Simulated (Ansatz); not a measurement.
# Equation of state of TiO2 from a dense series

```xyz
6
Lattice="4.5940 0.0000 0.0000 0.0000 4.5940 0.0000 0.0000 0.0000 2.9590" Properties=species:S:1:pos:R:3 pbc="T T T"
Ti    0.0000    0.0000    0.0000
Ti    2.2970    2.2970    1.4795
O     1.4058    1.4058    0.0000
O     0.8912    3.7028    1.4795
O     3.1882    3.1882    0.0000
O     3.7028    0.8912    1.4795
```

Atoms are numbered in the order listed.

The geometry is COD entry 9007432, unchecked; take it as a test cell.

The calculation used Ansatz 0.2.0, DFT, LDA, all-electron LAPW, scalar-relativistic.

Settings: a Γ-centred 7×7×10 k mesh, Fermi–Dirac smearing of 0.05 eV, basis error target 0.5 meV/atom, no spin polarisation.

The cell is scaled evenly. Fractional coordinates are held (clamped ions).

```json
{"V (Å³/atom)": "9.784", "P (GPa)": "8.54"}
{"V (Å³/atom)": "9.992", "P (GPa)": "2.53"}
{"V (Å³/atom)": "10.200", "P (GPa)": "-2.86"}
{"V (Å³/atom)": "10.304", "P (GPa)": "-5.34"}
{"V (Å³/atom)": "10.408", "P (GPa)": "-7.70"}
{"V (Å³/atom)": "10.512", "P (GPa)": "-9.92"}
{"V (Å³/atom)": "10.616", "P (GPa)": "-12.04"}
{"V (Å³/atom)": "11.033", "P (GPa)": "-19.41"}
```

Q: Fit a third-order Birch–Murnaghan curve to the pressures.

A: P = (3B0/2)(y^(7/2) − y^(5/2))[1 + (3/4)(B0′ − 4)(y − 1)] with y = (V0/V)^(2/3) fits within 0.01 GPa for V0 = 10.087 Å³/atom, B0 = 262.3 GPa and B0′ = 4.29.

Q: Predict the pressure at the withheld volume, 10.825 Å³/atom.

A: There y = 0.9540, so the fit gives -15.92 GPa; the run gave -15.92 GPa.
